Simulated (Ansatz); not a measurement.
Na:
```yaml
crystal:
  lattice:
    - [-2.09839, 2.09839, 2.09839]
    - [2.09839, -2.09839, 2.09839]
    - [2.09839, 2.09839, -2.09839]
  atoms:
    - { symbol: Na, position: [0.00000, 0.00000, 0.00000] }
```

Relaxed with PBE. Special points in fractions of this cell's reciprocal vectors: Γ (0.000, 0.000, 0.000); H (0.500, -0.500, 0.500); N (0.000, 0.000, 0.500); P (0.250, 0.250, 0.250).

Task: List the band energies nearest the Fermi level at these points for the program Ansatz at the PBE level (PAW).

Result: In eV from the Fermi level; about four levels below and three above (degenerate sets whole), none deeper than 8.9 eV; … stands for higher levels left out; points with the same levels are listed once.

```
k  below              above
-  -----  -----------------
Γ  -3.26  11.78 11.78 11.78
H      –        4.55 4.55 …
N      –     0.78 1.25 8.24
P      –     2.74 2.74 2.74
```

Space group Im-3m (bcc (W type)). The cell was relaxed with PBE under the symmetry of its start.

Potentials: the later of the program's two PAW sets.
